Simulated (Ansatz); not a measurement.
Mo:
```
Mo
1.0
   -1.55566     1.55566     1.55566
    1.55566    -1.55566     1.55566
    1.55566     1.55566    -1.55566
Mo
1
Direct
  0.00000   0.00000   0.00000
```

Relaxed with LDA. Special points in fractions of this cell's reciprocal vectors: Γ (0.000, 0.000, 0.000); H (0.500, -0.500, 0.500); N (0.000, 0.000, 0.500); P (0.250, 0.250, 0.250).

Problem. List the band energies nearest the Fermi level at these points for plane-wave PAW LDA (Ansatz code).

Solution. In eV from the Fermi level; about four levels below and three above (degenerate sets whole), none deeper than 8.9 eV; … stands for higher levels left out; points with the same levels are listed once.

```csv
k,below,above
Γ,-7.40 -1.48 -1.48 -1.48,…
H,-5.78 -5.78,…
N,-5.59 -3.62,1.72 1.77 …
P,-2.73 -2.73 -2.73,…
```

Space group Im-3m (bcc (W type)). Symmetry was held in the LDA relaxation. The run is not spin-polarised. Scalar-relativistic: spin–orbit coupling is off unless named, which matters more the heavier the elements.

Potentials: the later of the program's two PAW sets.
